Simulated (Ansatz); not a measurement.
**Bi-209 NMR of the central transition in Bi2Te3 at a changed volume**

Cell: a structure deposited in the COD, relaxed with PBE at fixed cell and then changed (volume scaled by 0.98, ions relaxed).

```
Bi Te
1.0
     2.17828    1.25763   10.09744
    -2.17828    1.25763   10.09744
     0.00000   -2.51526   10.09744
Bi Te
2 3
Direct
  0.40032 0.40032 0.40032
  0.59968 0.59968 0.59968
  0.00000 0.00000 0.00000
  0.20882 0.20882 0.20882
  0.79118 0.79118 0.79118
```

Atoms are numbered from 1 in the order listed; like atoms form one site, named after its first atom.

Level of theory: DFT, PBE, plane waves and PAW, scalar-relativistic, 420 eV cutoff, Γ-centred 12×12×12 k-points, Fermi–Dirac smearing 0.02 eV (Ansatz 0.2.0).

Bi-209 has I = 9/2 and Q = -516.0 mb (Pyykkö 2018); at 16.4 T its Larmor frequency is ν₀ = 114.2 MHz (from the bare nuclear moment; shielding lowers the observed one by a per cent or two). Only the quadrupole interaction is simulated: positions count from each site's isotropic chemical shift, and J coupling is left out, as are shift anisotropy and dipolar coupling, which fast spinning averages.

(1) Simulate the second-order pattern (fast magic-angle spinning, Gaussian broadening 2 kHz) of site Bi (6 Te at 3.06–3.23 Å).

## Answers

(1) The calculation gives C_Q = -42.7 MHz and η = 0.00, so ν_Q = 1.78 MHz and the centre of gravity lies at -194 ppm (-22.2 kHz).

| offset (kHz) | height |
| --- | --- |
| -57.36 | 0 |
| -55.09 | 4 |
| -52.83 | 6 |
| -50.57 | 6 |
| -48.30 | 6 |
| -46.04 | 6 |
| -43.78 | 7 |
| -41.51 | 7 |
| -39.25 | 7 |
| -36.99 | 11 |
| -34.73 | 75 |
| -32.46 | 74 |
| -30.20 | 53 |
| -27.94 | 46 |
| -25.67 | 44 |
| -23.41 | 43 |
| -21.15 | 43 |
| -18.88 | 44 |
| -16.62 | 47 |
| -14.36 | 53 |
| -12.09 | 64 |
| -9.83 | 100 |
| -7.57 | 82 |
| -5.31 | 2 |

An axis of threefold or higher order runs through Bi, so V_zz lies along it and η is zero.

Spin–orbit coupling is left out, which shifts gradients on Bi by a few per cent in wide-gap crystals, and can shift them far more where the calculated gap is small or absent, as here. Newer work puts Q(²⁰⁹Bi) near −420 mb, which would lower these couplings by about a fifth. With a gap of 0.3 eV on this mesh, the gradients can still move by some per cent as the k-mesh gets denser.

The relaxation (3 steps) took 3.9 min of wall time (3.9 min of CPU time) and 1.4 GiB at its peak, on 1 thread of Intel Xeon Platinum 8259CL CPU @ 2.50GHz (Skylake/Cascade Lake) (x86_64; 16 cores open to the job, memory cap 3.0 GiB, no GPU), a shared host with a load of 0.5 a core.
